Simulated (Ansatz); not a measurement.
The numbers come from plane-wave PAW DFT (Ansatz): PBE, no spin polarisation, 420 eV, 5×5×7 Γ-centred k points, cold occupations (width 0.1359 eV). Nothing was relaxed.

Computed maps in the lattice plane spanned by b (left to right, 5.32 Å, 16 points from zero) and c (bottom to top, 3.41 Å, 10 points from zero), 85° apart, at height 0.238 along a. The fields are smooth PAW ones with compensation charges, not the true ones near nuclei.

Valence density. Digits on a logarithmic scale: 0 up to 0.03 e/Å³, each further digit a factor of 1.6, 9 from 1.3 e/Å³ up:
```
5555443224799986
5555543223578865
4567764322345543
4699996421122223
4699998532111112
4699999643222223
4589998545555433
4567876457889864
5555554458999986
5555443346999996
```

ELF. Ten even steps from '0' (0.02) to '9' (0.95):
```
1234443102687771
1332222100478841
1221111100135310
1124431110000000
1147862110000000
1147963221000000
1124642223545410
1211211238988851
1232111139986882
1234432116862682
```

Q: The cell is TlFe₂H₄O₂. Which atoms lie within 0.2 Å of this plane, and where (fractions of b and c)?

A: Fe at (0.24, 0.44), O at (0.76, 0.00), H at (0.60, 0.14). The whole cell:
```
CELL_PARAMETERS angstrom
3.44372 4.06056 0.00000
3.44372 -4.06056 0.00000
0.45046 0.00000 -3.37600
ATOMIC_POSITIONS crystal
Tl 0.00000 0.00000 0.00000
Fe 0.23850 0.23850 0.43840
Fe 0.76150 0.76150 0.56160
O 0.23960 0.76040 0.00000
O 0.76040 0.23960 0.00000
H 0.39900 0.78100 0.86100
H 0.21900 0.60100 0.13900
H 0.60100 0.21900 0.13900
H 0.78100 0.39900 0.86100
```

Origin: a known structure type with other elements, at an estimated volume, so it need not be a known compound. Caveats: no spin polarisation, so a magnetic state may lie lower; atoms or cell far from equilibrium.
